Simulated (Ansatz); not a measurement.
Be$_{2}$Fe:
```
CELL_PARAMETERS angstrom
      4.19086     0.00000     0.00000
     -2.09543     3.62939     0.00000
      0.00000     0.00000     6.79650
ATOMIC_POSITIONS crystal
  Be 0.82958 0.65915 0.25000
  Be 0.17042 0.82958 0.75000
  Be 0.34085 0.17042 0.25000
  Be 0.17042 0.34085 0.75000
  Be 0.82958 0.17042 0.25000
  Be 0.65915 0.82958 0.75000
  Be 0.00000 0.00000 0.00000
  Be 0.00000 0.00000 0.50000
  Fe 0.33333 0.66667 0.06149
  Fe 0.66667 0.33333 0.56149
  Fe 0.33333 0.66667 0.43851
  Fe 0.66667 0.33333 0.93851
```
The run is spin-polarised; directions of the spins, atom by atom: 0 0 0 0 0 0 0 0 ↑ ↑ ↑ ↑.

Relaxed with r²SCAN. Special points in fractions of this cell's reciprocal vectors: Γ (0.000, 0.000, 0.000); M (0.500, 0.000, 0.000); K (0.333, 0.333, 0.000); A (0.000, 0.000, 0.500); L (0.500, 0.000, 0.500); H (0.333, 0.333, 0.500).

List the band energies nearest the Fermi level at these points for plane-wave PAW r²SCAN (Ansatz code).

In eV from the Fermi level; about four levels below and three above (degenerate sets whole), none deeper than 8.9 eV; points with the same levels are listed once.

```
k                                  below                above
---  -----------------------------------  -------------------
Γ ↑              -2.02 -2.02 -1.99 -1.62       0.15 0.15 0.95
M ↑              -1.66 -1.59 -0.73 -0.13       0.17 1.77 3.31
K ↑              -1.61 -1.61 -1.45 -1.04  1.92 2.69 3.12 3.12
A ↑  -2.07 -2.07 -2.07 -2.07 -0.02 -0.02  1.10 1.10 1.10 1.10
L ↑              -1.08 -1.08 -0.39 -0.39  1.58 1.58 5.29 5.29
H ↑              -0.68 -0.68 -0.25 -0.25  2.18 2.18 4.64 4.64
Γ ↓              -1.29 -1.29 -0.96 -0.82       0.97 1.06 1.06
M ↓              -1.07 -0.86 -0.85 -0.07       0.16 0.36 0.48
K ↓        -1.00 -1.00 -0.87 -0.75 -0.18  0.18 0.18 1.03 1.03
A ↓  -1.49 -1.49 -1.49 -1.49 -1.46 -1.46  1.72 1.72 1.72 1.72
L ↓              -1.13 -1.13 -0.43 -0.43  0.81 0.81 1.23 1.23
H ↓              -1.29 -1.29 -1.08 -1.08  0.18 0.18 0.22 0.22
```

Space group P6_3/mmc. The workflow started from an entry of the Crystallography Open Database (COD). Whether it is the stable phase at ambient conditions was not checked. The r²SCAN relaxation kept the symmetry of its start; whether a distortion lowers the energy is not shown. Magnetic state: ferromagnetic, chosen from 2 collinear starts compared on coarse meshes (ties went to the first, and starts can fall back to one state), not a proven ground state. Other orbital occupations within this spin state were not tried.

Potentials: the later of the program's two PAW sets.
